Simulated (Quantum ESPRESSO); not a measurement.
**Band energies of Rh**

```
Rh
1.0
    2.69174     0.00000     0.00000
   -1.34587     2.33112     0.00000
    0.00000     0.00000     8.79807
Rh
4
Direct
  0.00000   0.00000   0.00000
  0.00000   0.00000   0.50000
  0.33333   0.66667   0.25000
  0.66667   0.33333   0.75000
```

norm-conserving PBEsol (Quantum ESPRESSO, 88 Ry, no spin-orbit coupling); path ΓMKΓALHA,LM,KH; energies in eV from the Fermi level.

```csv
k (1/Å),point,band 30,band 31,band 32,band 33,band 34,band 35,band 36,band 37
0.00,Γ,-2.64,-2.64,-1.44,-1.44,-0.85,-0.85,-0.35,-0.35
0.45,,-2.25,-2.05,-1.99,-1.87,-1.75,-0.70,-0.42,0.09
0.90,,-1.57,-1.15,-0.48,-0.31,-0.29,-0.13,0.02,0.68
1.35,M,0.54,0.56,0.59,0.66,0.83,0.83,0.86,1.16
1.46,,0.08,0.38,0.53,0.56,0.59,0.71,0.87,1.74
1.90,,-1.43,-1.12,-0.37,-0.15,0.09,0.40,0.46,5.09
2.13,K,-1.79,-0.77,-0.77,-0.07,0.08,0.08,0.28,6.50
2.33,,-1.83,-0.93,-0.63,-0.48,0.24,0.46,0.46,4.57
2.85,,-1.95,-1.76,-0.76,-0.58,-0.32,-0.18,0.27,0.53
3.27,,-2.49,-2.10,-2.03,-1.71,-1.58,-0.68,-0.40,-0.21
3.68,Γ,-2.64,-2.64,-1.44,-1.44,-0.85,-0.85,-0.35,-0.35
4.04,A,-2.86,-1.21,-1.21,-1.13,-1.13,-1.13,-1.13,0.08
4.25,,-2.75,-1.86,-1.86,-1.19,-1.19,-1.16,-1.16,0.11
4.66,,-2.40,-1.72,-1.72,-1.06,-1.06,-1.05,-1.05,0.22
5.18,,-1.16,-0.19,-0.19,0.36,0.36,0.64,0.64,1.46
5.39,L,-1.02,-0.11,-0.11,0.59,0.59,0.80,0.80,2.82
5.58,,-1.38,-0.11,-0.11,0.50,0.50,0.62,0.62,3.27
5.97,,-1.88,-0.90,-0.90,0.12,0.12,0.49,0.49,5.60
6.16,H,-1.79,-1.08,-1.08,0.12,0.12,0.37,0.37,6.81
6.44,,-1.99,-1.11,-1.11,-0.04,-0.04,0.74,0.74,4.22
6.81,,-2.20,-1.43,-1.43,-0.36,-0.36,0.50,0.50,0.97
7.17,,-2.19,-1.95,-1.95,-1.35,-1.35,-0.89,-0.89,0.19
7.63,,-2.84,-1.39,-1.39,-1.15,-1.15,-1.13,-1.13,0.08
7.72,A,-2.86,-1.21,-1.21,-1.13,-1.13,-1.13,-1.13,0.08
7.72,L,-1.02,-0.11,-0.11,0.59,0.59,0.80,0.80,2.82
7.96,,0.03,0.48,0.49,0.56,0.64,0.81,0.82,1.69
8.08,M,0.54,0.56,0.59,0.66,0.83,0.83,0.86,1.16
8.08,K,-1.79,-0.77,-0.77,-0.07,0.08,0.08,0.28,6.50
8.44,H,-1.79,-1.08,-1.08,0.12,0.12,0.37,0.37,6.81
```

A metal at this level: along this path bands 30, 31, 32, 33, 34, 35, 36, 37, 38 cross the Fermi level.

Spin-orbit splittings are left out.

Geometry of the Materials Project entry, not relaxed at this level.

This is not the ordinary phase of the substance; no match was found in the copy of COD used, and its stability was not checked.
